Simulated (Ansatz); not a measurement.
**Notes on a calculation: CrTc₃ (AuCu3-type structure)**

Method: PBEsol, scalar-relativistic; collinear spin; PAW, 600 eV, 8×8×8 k-mesh, Gaussian smearing of 0.05 eV; code Ansatz. The datasets are Ansatz's generated set soft_2.

The structure was built from a prototype; whether the compound forms in it isn't claimed.

The first cell:

```yaml
crystal:
  lattice:
    - [3.77514, 0.00000, 0.00000]
    - [0.00000, 3.77514, 0.00000]
    - [0.00000, 0.00000, 3.77514]
  atoms:
    - { symbol: Cr, position: [0.00000, 0.00000, 0.00000] }
    - { symbol: Tc, position: [0.00000, 0.50000, 0.50000] }
    - { symbol: Tc, position: [0.50000, 0.50000, 0.00000] }
    - { symbol: Tc, position: [0.50000, 0.00000, 0.50000] }
```

Starting moments (μB, in the order of the atoms): 2.0, 0.0, 0.0, 0.0.

The runs in order:

```csv
run,level,k-mesh,kind,V (Å³/atom),P (GPa),E − E(final) (meV/atom),gap on the mesh (eV)
1,PBEsol,8×8×8,fixed cell,13.45,0.4,0.0,metal
2,PBEsol,8×8×8,fixed cell,13.50,-0.8,0.1,metal
3,PBEsol,8×8×8,fixed cell,13.47,0.0,0.0,metal
```

Cell and atoms are those of this level's equilibrium.

The final structure (symmetry read at 0.01 Å). Symmetry: Pm-3m, No. 221, cubic system. Conventional cell: a = 3.777 Å, b = 3.777 Å, c = 3.777 Å, α = 90.00°, β = 90.00°, γ = 90.00°. Cr (site symmetry m-3m) has 12 Tc at 2.67 Å as nearest neighbours. Tc (site symmetry 4/mmm) has 4 Cr at 2.67 Å and 8 Tc at 2.67 Å as nearest neighbours. (Neighbours are counted to 15 % beyond the shortest distance.)

At the final geometry the gap, band path included, is zero (metallic) and no site carries a moment. The equation of state gives B0 = 308 GPa and B0′ = 4.6. Against the elements' standard states, run alike and uncorrected, the formation energy is 0.16 eV/atom, so this structure is unstable against them at this level. The runs in the table took roughly 6 core-minutes.

**What lies behind the numbers.**

With 59 valence electrons in the calculation's cell and no magnetic order, the bands, two electrons each, can't all be full or empty: band theory demands a metal. (Only strong correlation, outside this picture, could make a Mott insulator of it.)

The starting moments died out; a magnetic state reached from other starts isn't excluded.
